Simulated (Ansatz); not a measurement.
Ni$_{2}$Ge in space group P6_3/mmc (No. 194; Ni on 2d, Ni on 2a, Ge on 2c), plane-wave PAW r²SCAN (Ansatz code), all energies at zero smearing, with the estimated change up to a 700 eV cutoff added, with one set of potentials and settings (totals compare only within such a set). Cell of 6 atoms (4 Ni, 2 Ge): -31988.355 eV.

```
element                             reference phase  E (eV/atom)
-------  ------------------------------------------  -----------
Ni       Fm-3m, 1 atoms in the cell, spin-polarised   -5845.2912
Ge                       Fd-3m, 2 atoms in the cell   -4302.9041
```

Formation energy per atom, worked out: (-31988.355 − 4×(-5845.2912) − 2×(-4302.9041))/6 = -0.230 eV/atom (-22 kJ per mol of atoms), at 0 K, without zero-point energy or fitted corrections.

The first step of the workflow began from a Materials Project structure, measured or hypothetical; the Crystallography Open Database copy checked does not list it. Its standing as an ambient phase is unchecked. The cell was relaxed with r²SCAN under the symmetry of its start; whether a distortion lowers the energy is not shown. No spin polarisation was allowed. The references are the lowest solids computed at this level, not always the standard phases.

Potentials: the later of the program's two PAW sets.
